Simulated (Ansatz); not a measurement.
# LiSe₃: settings compared (Ansatz)

Run with:

```bash
ansatz run input.yaml --threads 1 --pin off --max-ram 2560MiB --backend cpu --events-out ev --progress --plain --runs-dir out
```

input.yaml:

```yaml
crystal:
  lattice:
    - [5.26663, 0.0, 0.0]
    - [0.0, 3.648846, 0.0]
    - [-1.19664, 0.0, 9.113969]
  atoms:
    - { symbol: Se, position: [0.762, 0.25, 0.554] }
    - { symbol: Se, position: [0.238, 0.75, 0.446] }
    - { symbol: Li, position: [0.285, 0.25, 0.656] }
    - { symbol: Li, position: [0.715, 0.75, 0.344] }
    - { symbol: Se, position: [0.456, 0.25, 0.174] }
    - { symbol: Se, position: [0.544, 0.75, 0.826] }
    - { symbol: Se, position: [0.888, 0.25, 0.169] }
    - { symbol: Se, position: [0.112, 0.75, 0.831] }
  symmetry: { tolerance: 0.0003 }
kpoints:
  mp_grid: { grid: [4, 5, 2], shift: [0, 0, 0] }
magnetization:
  spin_polarized: false
scf:
  occupations: { method: fermi_dirac, width: 0.0993 }
hamiltonian:
  pseudopotentials: { kind: paw }
  xc: r2scan
basis:
  ecutwfc: 500
output:
  forces: true
  stress: true
  eigenvalues: true
```

Origin of the cell: a known structure type with other elements, at an estimated volume, so it need not be a known compound.

Output of this run (shortened):

```
SCF iter   1: F=—  HF=-33279.540127 eV  Δρ=6.25e-3  dr2=3.46e-1  dr2_τ=1.19e-2  defer=26
SCF iter   2: F=—  HF=-33279.590523 eV  Δρ=2.16e-3  dr2=1.55e-2  dr2_τ=1.21e-3  defer=48
SCF iter   3: F=—  HF=-33279.590499 eV  Δρ=9.74e-4  dr2=4.94e-3  dr2_τ=7.78e-5  defer=48
SCF iter   4: F=—  HF=-33279.588161 eV  Δρ=2.00e-4  dr2=6.22e-5  dr2_τ=4.98e-6  defer=48
SCF iter   5: F=—  HF=-33279.588285 eV  Δρ=7.87e-5  dr2=1.86e-5  dr2_τ=2.97e-7  defer=48
SCF iter   6: F=—  HF=-33279.588293 eV  Δρ=2.91e-5  dr2=2.51e-6  dr2_τ=4.97e-8  defer=48
SCF iter   7: F=—  HF=-33279.588293 eV  Δρ=8.04e-6  dr2=1.33e-7  dr2_τ=4.51e-9  defer=48
SCF iter   8: F=-33279.588293 eV  HF=-33279.588293 eV  Δρ=2.06e-6  dr2=1.19e-8  dr2_τ=2.01e-10
SCF 1 converged in 8 iterations: F = -33279.588293 eV  dr2 = 1.19e-8
SCF converged after 8 iterations
Free energy (F): -33279.588293 eV
Harris-Foulkes:  -33279.588293 eV  (|F-HF|=1.41e-9)
Internal energy: -33279.351487 eV  (E = F + TS)
E sigma→0 (E₀):  -33279.469890 eV
Entropy (-TS):   -0.236806 eV (-29.601 meV/atom)
Fermi energy:    6.620302 eV
--- Per-component energies (eV) ---
  E_band       = -2653.579223
  E_kinetic    = 748.408616
  E_local      = -15009.211747  (includes V_loc(G=0)·N_el)
  E_nonlocal   = -3632.685963
  E_hartree    = 7331.143079
  E_xc         = -605.172832
  E_vxc        = -657.792797  (∫ρ·V_xc dr)
  E_paw        = -11597.349995  (= ΣΔE_a)
  E_vpaw       = 1201.922494  (= ΣTr[D̂ρ^β])
  E_aug_tail   = -0.001465  (compensation charges beyond the density's cutoff)
  E_vtau       = 33.499266  (kinetic-family band-sum trace: ∫τ·v_τ [+ j·A + Jᵃ·Aᵃ] dr)
  E_ewald      = -10503.892558
  E_core_change = -10.588622  (= ΣΔE_core)
  E_smearing   = -0.236806  (= −TS)
  Σ components = -33279.588293   (vs F -33279.588293, Δ=0.00e0)
--- Forces (eV/Å), atoms counted from 1 ---
  atom   1  Se     0.105803     0.000000     0.117171
[… 2 lines left out …]
  atom   4  Li     0.008046     0.000000     0.194195
  atom   5  Se     0.881827     0.000000    -0.109355
  atom   6  Se    -0.881827     0.000000     0.109355
  atom   7  Se    -0.874291     0.000000    -0.481498
  atom   8  Se     0.874291     0.000000     0.481498
  max |Σ_I F_I| component: 1.11e-16 eV/Å
--- Stress (GPa, compression-positive) ---
       -3.635916       0.000000      -0.018673
        0.000000       0.360622       0.000000
       -0.018674       0.000000       3.512358
  P = ⅓ Tr σ = 0.0790 GPa (0.790 kbar)
```

The same input was run again with these changes:

1. `scf.occupations.width` 0.0993 → 0.01; `basis.xc_grid` default → 3
2. `scf.lower_state_search` default → standard; `basis.ecutrho_ratio` default → 9
3. `scf.n_extra_bands` default → 8
4. `scf.lower_state_search` default → standard; `basis.ecutwfc` 500 → "40.4 Ry"

| run | end | SCF iterations | P (GPa) | max force component (eV/Å) | moment (μB) | ΔE(σ→0) (meV/atom) |
| --- | --- | --- | --- | --- | --- | --- |
| base | converged | 8 | 0.08 | 0.882 | – | 0 |
| 1 | converged | 10 | -0.13 | 0.909 | – | 1.64 |
| 2 | converged | 8 | 0.08 | 0.882 | – | 0.00 |
| 3 | converged | 8 | 0.08 | 0.882 | – | 0.00 |
| 4 | converged | 8 | 0.08 | 0.882 | – | -0.09 |

Energies are compared only where functional, datasets, charge and starting cell are the same.

Caveats of the base run: the k mesh is coarse if the cell is a metal.

The base run took 32 s on 1 thread of Arm Neoverse V1, with other jobs on the host, peak memory 0.8 GiB, from the program's own first density.
